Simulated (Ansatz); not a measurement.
Al4C3:
```cif
data_C9Al12
_chemical_formula_sum 'Al12 C9'
_space_group_name_H-M_alt 'R-3m :H'
_space_group_IT_number 166
_space_group_name_Hall '-R 3 2"'
_cell_length_a 3.33714
_cell_length_b 3.33714
_cell_length_c 24.94752
_cell_angle_alpha 90.000
_cell_angle_beta 90.000
_cell_angle_gamma 120.000
loop_
_atom_site_label
_atom_site_type_symbol
_atom_site_symmetry_multiplicity
_atom_site_Wyckoff_symbol
_atom_site_fract_x
_atom_site_fract_y
_atom_site_fract_z
_atom_site_occupancy
Al1 Al 6 c 0.00000 0.00000 0.13013 1
Al2 Al 6 c 0.00000 0.00000 0.29348 1
C1 C 6 c 0.00000 0.00000 0.21675 1
C2 C 3 a 0.00000 0.00000 0.00000 1
```
(The calculation used a cell of 7 atoms; values per cell refer to that cell.)

Relaxed with r²SCAN.

### Question
Tabulate the valence density and the electron localisation function along the shortest Al–C contact (1.91 Å), r²SCAN in the plane-wave PAW code Ansatz.

### Answer


```tsv
distance from Al (Å)	density (e/Å³)	ELF
0.19	0.06	0.03
0.29	0.07	0.01
0.38	0.09	0.00
0.48	0.14	0.07
0.57	0.21	0.27
0.67	0.32	0.57
0.77	0.43	0.77
0.86	0.54	0.84
0.96	0.66	0.85
1.05	0.80	0.86
1.15	0.95	0.84
1.24	1.14	0.81
1.34	1.33	0.76
1.44	1.52	0.64
1.53	1.66	0.45
1.63	1.72	0.23
1.72	1.73	0.08
```

The density is the valence pseudo-density with augmentation charge, so density and ELF within about 1 Å of a nucleus are not all-electron values.

The workflow started from a Materials Project entry (that database holds measured and hypothetical structures alike); the Crystallography Open Database files this formula in space group No. 166, but the cells were not matched. Its standing as an ambient phase is unchecked. Symmetry was held in the r²SCAN relaxation; whether a distortion lowers the energy is not shown.

Potentials: the later of the program's two PAW sets.
